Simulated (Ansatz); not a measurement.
The cell below belongs to a search over invented structures; it isn't taken from experiment.

Input and command of a plane-wave DFT calculation in Ansatz:

```yaml
crystal:
  lattice:
    - [5.0008184673, 0.0, 0.0]
    - [0.0, 5.0008184673, 0.0]
    - [0.0, 0.0, 5.5986720329]
  atoms:
    - { symbol: Hf, position: [0.5, 0.5, 0.0] }
    - { symbol: Hf, position: [0.0, 0.0, 0.0] }
    - { symbol: Sn, position: [0.5, 0.5, 0.5] }
    - { symbol: S, position: [0.0, 0.5, 0.0] }
    - { symbol: S, position: [0.5, 0.0, 0.0] }
    - { symbol: S, position: [0.0, 0.0, 0.5] }
basis:
  ecutwfc: 420
kpoints:
  mp_grid: { grid: [8, 8, 8] }
hamiltonian:
  xc: pbe
scf:
  occupations: { method: gaussian, width: 0.1 }
output:
  forces: true
  stress: true
  eigenvalues: true
relax:
  adjacent_minimum: "off"
  f_tol: 0.01
  max_steps: 80
  cell: { stress_tol: 0.05 }
```

```bash
ansatz run input.yaml --threads 1 --pin off --max-ram 2560MiB --backend cpu --events-out ev --progress --plain --runs-dir out
```

Processor: Arm Neoverse V1, 1 thread, on a host shared with other jobs.

Problem. How long does it run, and how much memory does it take?

Solution. About 2.9 min, peak memory 0.66 GiB. It solves 51 bands at 75 k points (after reduction by symmetry) with about 2727 plane waves (on the last cell), in 27 SCF iterations over 5 ionic steps.
